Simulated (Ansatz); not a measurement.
TlPO₄:
```cif
data_O16P4Tl4
_chemical_formula_sum 'Tl4 P4 O16'
_space_group_name_H-M_alt 'Cmcm'
_space_group_IT_number 63
_space_group_name_Hall '-C 2c 2'
_cell_length_a 5.44082
_cell_length_b 8.13079
_cell_length_c 7.14721
_cell_angle_alpha 90.000
_cell_angle_beta 90.000
_cell_angle_gamma 90.000
loop_
_atom_site_label
_atom_site_type_symbol
_atom_site_symmetry_multiplicity
_atom_site_Wyckoff_symbol
_atom_site_fract_x
_atom_site_fract_y
_atom_site_fract_z
_atom_site_occupancy
Tl1 Tl 4 a 0.00000 0.00000 0.00000 1
P1 P 4 c 0.00000 0.35319 0.25000 1
O1 O 8 f 0.00000 0.25721 0.06565 1
O2 O 8 g 0.23418 0.46658 0.25000 1
```
(The calculation used a cell of 12 atoms; values per cell refer to that cell.)

Relaxed with PBEsol.

### Question
Tabulate the valence density and the electron localisation function along the shortest Tl–O contact (2.14 Å), PBEsol in the plane-wave PAW code Ansatz.

### Answer


| distance from Tl (Å) | density (e/Å³) | ELF |
|---|---|---|
| 0.21 | 7.95 | 0.00 |
| 0.32 | 6.51 | 0.01 |
| 0.43 | 5.06 | 0.04 |
| 0.54 | 3.76 | 0.12 |
| 0.64 | 2.65 | 0.22 |
| 0.75 | 1.77 | 0.29 |
| 0.86 | 1.16 | 0.28 |
| 0.96 | 0.81 | 0.23 |
| 1.07 | 0.65 | 0.19 |
| 1.18 | 0.63 | 0.25 |
| 1.29 | 0.75 | 0.45 |
| 1.39 | 1.04 | 0.69 |
| 1.50 | 1.60 | 0.79 |
| 1.61 | 2.55 | 0.80 |
| 1.71 | 3.85 | 0.74 |
| 1.82 | 5.24 | 0.63 |
| 1.93 | 6.46 | 0.45 |

The density is the valence pseudo-density with augmentation charge, so density and ELF within about 1 Å of a nucleus are not all-electron values.

The first step of the workflow began from a Materials Project structure, measured or hypothetical; the Crystallography Open Database files this formula in space group No. 63, but the cells were not matched. Whether it is the stable phase at ambient conditions was not checked. Symmetry was held in the PBEsol relaxation; its stability against distortions is not shown here. Scalar-relativistic: spin–orbit coupling is off unless named, which matters more the heavier the elements.

Potentials: the later of the program's two PAW sets.
